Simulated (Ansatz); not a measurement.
## Harmonic thermodynamics of Cu$_{2}$Ni

The calculation used DFT PBE, scalar-relativistic, plane waves, PAW (Ansatz 0.2.0). Cutoff 420 eV, 12×12×10 k-points (Γ-centred), Fermi-Dirac smearing of 0.15 eV. No spin polarisation. Phonons by linear response, acoustic sum rule imposed.

The cell, relaxed at this level:
```cif
data_structure
_symmetry_space_group_name_H-M 'P-62m'
_symmetry_Int_Tables_number 189
_cell_length_a 4.3809
_cell_length_b 4.3809
_cell_length_c 4.1766
_cell_angle_alpha 90.000
_cell_angle_beta 90.000
_cell_angle_gamma 120.000
_cell_volume 69.42
loop_
_atom_site_label
_atom_site_type_symbol
_atom_site_symmetry_multiplicity
_atom_site_Wyckoff_symbol
_atom_site_fract_x
_atom_site_fract_y
_atom_site_fract_z
_atom_site_occupancy
Cu1 Cu 1 a 0.00000 0.00000 0.00000 1
Cu2 Cu 3 g 0.00000 0.33720 0.50000 1
Ni1 Ni 2 c 0.66667 0.33333 0.00000 1
```

It was reached by relaxing an invented guess, and it needn't be the stable form of this composition. In a metal, frequencies and elastic constants depend on the k mesh and the smearing, soft modes and shear constants most. The q mesh is coarse, so values between its points are rough.

Force constants from linear response on a 2×2×2 q mesh, interpolated to a fine mesh.

Phonon density of states, in bins of 5 cm⁻¹:
(bin centre (cm⁻¹), share of modes (%)): (2.5, 0.0), (7.5, 0.0), (12.5, 0.0), (17.5, 0.0), (22.5, 0.0), (27.5, 0.1), (32.5, 0.1), (37.5, 0.1), (42.5, 0.1), (47.5, 0.2), (52.5, 0.2), (57.5, 0.3), (62.5, 0.3), (67.5, 0.4), (72.5, 0.5), (77.5, 0.5), (82.5, 0.6), (87.5, 0.7), (92.5, 0.9), (97.5, 1.0), (102.5, 1.3), (107.5, 1.4), (112.5, 1.7), (117.5, 2.0), (122.5, 2.4), (127.5, 3.1), (132.5, 3.6), (137.5, 4.4), (142.5, 4.3), (147.5, 4.1), (152.5, 3.3), (157.5, 3.1), (162.5, 2.6), (167.5, 3.5), (172.5, 2.9), (177.5, 3.6), (182.5, 3.3), (187.5, 3.1), (192.5, 2.8), (197.5, 2.6), (202.5, 2.7), (207.5, 2.5), (212.5, 1.9), (217.5, 1.8), (222.5, 2.3), (227.5, 3.1), (232.5, 3.7), (237.5, 5.3), (242.5, 4.1), (247.5, 2.9), (252.5, 2.8), (257.5, 1.4), (262.5, 0.2)

Task: What is the zero-point energy per atom?

Result: 32.7 meV.

Task: How large are the vibrational entropy and heat capacity at 300 K?

Result: S = 3.75 k_B and C_V = 2.82 k_B per atom, 94 % of the Dulong–Petit value.

Task: Tabulate them against temperature.

Result:
```tsv
T (K)	F_vib (meV/atom)	S (k_B/atom)	C_V (k_B/atom)
100	29.8	1.07	1.81
200	13.4	2.64	2.61
300	-14.4	3.75	2.82
400	-50.4	4.57	2.89
500	-92.7	5.22	2.93
600	-140.0	5.76	2.95
700	-191.6	6.21	2.96
800	-246.9	6.61	2.97
900	-305.4	6.96	2.98
1000	-366.8	7.27	2.98
```
